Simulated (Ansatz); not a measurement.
## Levels of theory for SnSiO4 (rutile sites, P-42_1m)

All numbers come from the PAW code Ansatz. Non-magnetic throughout. Whether this structure exists isn't addressed.

The cell is a 12-atom cell of SnSiO4 built on the rutile structure (relaxed group P-42_1m); cell and atoms were relaxed with r2SCAN. Space group P-42_1m (No. 113), tetragonal; a = 4.463 Å, c = 5.912 Å in the conventional setting, 9.81 Å³ an atom. Sn is surrounded by 6 O at 2.01–2.05 Å; O is surrounded by 1 Si at 1.79 Å and 2 Sn at 2.01–2.05 Å; Si is surrounded by 6 O at 1.79–1.87 Å; O is surrounded by 2 Si at 1.79–1.87 Å and 1 Sn at 2.04 Å.

```xyz
12
Lattice="4.4633 0.0000 0.0000 0.0000 4.4633 0.0000 0.0000 0.0000 5.9120" Properties=species:S:1:pos:R:3 pbc="T T T"
Sn    0.0000    2.2317    0.7940
Sn    2.2317    0.0000    5.1180
O     3.0423    3.6527    0.9096
O     1.4210    0.8106    0.9096
O     3.6527    1.4210    5.0024
O     0.8106    3.0423    5.0024
Si    0.0000    2.2317    3.6269
Si    2.2317    0.0000    2.2851
O     3.1399    3.5551    3.5384
O     1.3234    0.9082    3.5384
O     3.5551    1.3234    2.3736
O     0.9082    3.1399    2.3736
```

On this one geometry the levels give:
```tsv
level	k mesh	gap (eV)	kind	edges	least direct gap (eV)
PBE	6×6×4	2.20	direct	Γ	2.20
PBE+SOC	6×6×4	2.20	direct	Γ	2.20
r2SCAN	6×6×4	2.91	direct	Γ	2.91
HSE06	4×4×4	4.04	direct	Γ	4.04
PBE0	4×4×4	4.79	direct	Γ	4.79
```
PBE: smearing of 0.02 eV; the others have fixed occupations.
Wave cutoffs: 420 eV, 500 eV (r2SCAN).

HSE06 gives a direct gap of 4.04 eV at Γ. Spin-orbit coupling changes the PBE gap by 0.00 eV, to 2.20 eV.

r2SCAN covers 38 % of the step from PBE to HSE06. Spin-orbit coupling moves the least or the direct gap by up to 0.01 eV, so it can be left out where a tenth of an eV counts. Among these functionals the gap stays direct.

On the PBEsol cell (a = 4.472 Å, c = 5.931 Å), with PBEsol: All optical modes at Γ are real, from 147 to 841 cm⁻¹ without the longitudinal term; this says nothing of other wave vectors. With the long-range field the highest mode reaches 853 cm⁻¹. The program warns that the force constants, and all that is formed from them, aren't settled on this k mesh. ε∞: 4.01 along x and y, 4.36 along z. With the ions relaxed, ε⁰ is 17.2 along x and y, 10.6 along z. Born charges, averaged over directions: Sn +4.16, O -2.07, Si +4.13 e. The program notes that the ground state's band table doesn't vouch for all the bands that the response reads.

Only the levels marked +SOC include spin-orbit coupling.

The meshes of the hybrids are coarse, so their gaps aren't converged to the digits shown.
